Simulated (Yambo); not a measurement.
Yambo run on CdBr2 (space group P6_3mc, No. 186). The wavefunctions are PBEsol (Quantum ESPRESSO, PseudoDojo norm-conserving, 102 Ry, no spin-orbit coupling) ones on a 3×3×1 mesh (34 occupied bands); a = b = 3.9971 Å, c = 12.5752 Å, α = β = 90.00°, γ = 120.00°.

Yambo input:

```
rim_cut
gw0
dyson
el_el_corr
HF_and_locXC
mpa
em1d
RandQpts= 1000000
RandGvec= 1 Ry
EXXRLvcs= 102 Ry
VXCRLvcs= 408 Ry
Chimod= "HARTREE"
% BndsRnXm
 9 | 263 |
%
NGsBlkXm= 7 Ry
% LongDrXm
 1.0 | 1.0 | 1.0 |
%
EnSampXm= "2l"
EnGridXm= "lP"
% EnRngeXm
 0.0 | 40.0 | eV
%
% ImRngeXm
 2.72114 | 27.21138 | eV
%
% DmRngeXm
 0.02721 | 2.72114 | eV
%
ETStpsXm= 8
IntSolXm= "PT"
% GbndRnge
 1 | 263 |
%
GTermKind= "none"
DysSolver= "n"
ExtendOut
% QPkrange
 1 | 1 | 34 | 35 |
%
```

k points by index: 1 = Γ.

Resulting energies as the program prints them:

```
#    K-point    Band    Eo [eV]    E [eV]    E-Eo [eV]    Vxc [eV]    Vnlxc [eV]    Sc|Eo [eV]    Sc|E [eV]    dSc/dw|Eo [eV]    Re(Z)    Im(Z)
#
    1    34    0.000000    -0.885858    -0.885858    -14.36439    -17.92964    2.418559    2.679387    -8.006080    0.772651    -0.003601
    1    35    2.679780    3.388244    0.708464    -10.93547    -6.834051    -3.229683    -3.392954    -6.274815    0.812599    -0.003548
```
(The two width columns are left out.) Convergence of these settings isn't established.

Geometry relaxed with PBE+D3(BJ).
